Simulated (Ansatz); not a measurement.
**Fields on a plane of SrTiO3 (cubic perovskite)**

```
CELL_PARAMETERS angstrom
      3.89108     0.00000     0.00000
      0.00000     3.89108     0.00000
      0.00000     0.00000     3.89108
ATOMIC_POSITIONS crystal
  Sr 0.00000 0.00000 0.00000
  Ti 0.50000 0.50000 0.50000
  O  0.00000 0.50000 0.50000
  O  0.50000 0.50000 0.00000
  O  0.50000 0.00000 0.50000
```

The slice is a {100} plane (indices of the conventional cell) through the point (0.500, 0.000, 0.500) (fractional), spanned by u = [100] and v = [010] in vectors of this cell: u (3.89 Å) and v (3.89 Å, at 90° to u). It covers one period; positions are fractions (u, v).

Atoms on it: Ti at (0.00, 0.50); O at (0.50, 0.50); O at (0.00, 0.00).

The numbers are results of PBEsol (plane waves to 420 eV, PAW, scalar-relativistic; Ansatz, a quantum-chemistry and plane-wave program), not measurements. k mesh 9×9×9. These are valence fields of a PAW run, semicore shells included where kept as valence: close to a nucleus they are smooth pseudo fields. SrTiO3 is run without spin polarisation. SrTiO3 was relaxed with its symmetry unable to fall.

```
|xxxx6899988899986xxx|
|xxxx8999999999998xxx|
|xxx679999999999976xx|
|x0357899999999987530|
|00014789988899874100|
|x000047786x687740000|
|xxx00156xxxxx65100xx|
|xxxx003xxxxxxx300xxx|
|xxxx000xxxxxxx000xxx|
|xxxxx0xxxxxxxxx0xxxx|
|xxxx000xxxxxxx000xxx|
|xxxx003xxxxxxx300xxx|
|xxx00156xxxxx65100xx|
|x000047786x687740000|
|00014789988899874100|
|x0357899999999987530|
|xxx679999999999976xx|
|xxxx8999999999998xxx|
|xxxx6899988899986xxx|
|xxxxx89998889998xxxx|
```
Scale: ten equal steps from 2.00 (start of '0') to 10.73 (end of '9'), in the order '0123456789'. Values: electrostatic potential energy of an electron, from the cell's mean, in eV. The map has 20 points along u (one character each, u = 0 at the left) and 20 along v (v = 0 in the bottom row). Points within 0.8 Å of a nucleus are blanked (x), as the pseudised field means little there. Values under 2 eV are set to 2. The zero, the cell's mean, hangs on the PAW cores.

```
|xxxx9999997733110000000000113377999999xx|
|xx99999988552200000000000000225588999999|
|9999998866331100001111110000113366889999|
|7777665533110011223344332211001133556677|
|2222221111001133557777775533110011112222|
|4433221100113366889999998866331100112233|
|7777663311115588999999999988551111336677|
|xx777766222266999999xx999999662222667777|
|xxxx77773322779999xxxxxx99997722337777xx|
|xxxxxx7744227799xxxxxxxxxx9977224477xxxx|
|xxxx77773322779999xxxxxx99997722337777xx|
|xx777766222266999999xx999999662222667777|
|7777663311115588999999999988551111336677|
|4433221100113366889999998866331100112233|
|2222221111001133557777775533110011112222|
|7777665533110011223344332211001133556677|
|9999998866331100001111110000113366889999|
|xx99999988552200000000000000225588999999|
|xxxx9999997733110000000000113377999999xx|
|xxxxxx999977441100000000001144779999xxxx|
```
Scale: ten equal steps from 0.01 (start of '0') to 0.82 (end of '9'), in the order '0123456789'. Values: electron localisation function (ELF). The map has 20 points along u (two characters each, u = 0 at the left) and 20 along v (v = 0 in the bottom row). Points within 0.4 Å of a nucleus are blanked (x), as the pseudised field means little there.

| Property | Value |
|---|---|
| Density on the Ti–O line (1.95 Å) at its midpoint | 0.72 e/Å³ |
| ELF at that point | 0.21 |
| Element round which the density of the highest valence band (whole band, smooth part) is largest on this plane | O |
| Element round which the density of the lowest conduction band (whole band as if filled, smooth part) is largest on this plane | Ti |
